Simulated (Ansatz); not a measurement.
## Kick test of a cell of La2S

It was reached by relaxing an invented guess, and it needn't be the stable form of this composition.

Method: Ansatz, DFT PBE, scalar-relativistic, plane waves, PAW. Cutoff 420 eV; k points 14×14×14 on the computed 3-atom cell (Γ-centred); Gaussian smearing, width 0.10 eV; no spin polarisation.

The cell below (3 atoms, space group Fm-3m (No. 225) when read loosely, I4/mmm at 0.01 Å) is relaxed within its symmetry.

```
CELL_PARAMETERS angstrom
-2.47315 2.47315 3.48679
2.47315 -2.47315 3.48679
2.47315 2.47315 -3.48679
ATOMIC_POSITIONS crystal
La 0.75000 0.25000 0.50000
La 0.25000 0.75000 0.50000
S 0.50000 0.50000 0.00000
```

For the test a repeat of it with 6 atoms (edges 4.94, 4.94, 8.55 Å) was strained at random (σ = 1.5 % a component), the atoms were moved at random (σ = 0.15 Å), and all was relaxed again on a coarse 6×6×4 mesh (in the run’s order of axes) with 0.20 eV smearing, with no symmetry imposed.

The cell is a metal run without spin; a magnetic state may lie lower.

Question: What happens?

Answer: It returns, within 1 meV/atom of the unmoved cell on that mesh and with the same symmetry when read at 0.1 Å (P-1 at 0.01 Å, so small strains and shifts remain). So it is stable against the distortions that fit this cell and that this random move excites. Modes that don't fit the cell aren't tested. Another cell of La2S relaxed alike, in P4_2/mnm, lies 237 meV/atom lower, so this cell isn't the stable form at this level.
